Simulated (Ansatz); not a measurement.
SiC:
```
CELL_PARAMETERS angstrom
      0.00000     2.17454     2.17454
      2.17454     0.00000     2.17454
      2.17454     2.17454     0.00000
ATOMIC_POSITIONS crystal
  C  0.75000 0.75000 0.75000
  Si 0.00000 0.00000 0.00000
```

Relaxed with HSE06.

Task: Give the Bader charges and basin volumes of the independent atoms, DFT-HSE06 in the program Ansatz with PAW potentials.

Result: 

```csv
atom,Bader charge (e),Bader volume (Å³)
C1,-2.86,16.3
Si2,+2.86,4.3
```

Space group F-43m (zinc blende). Symmetry was held in the HSE06 relaxation.

Potentials: the later of the program's two PAW sets.
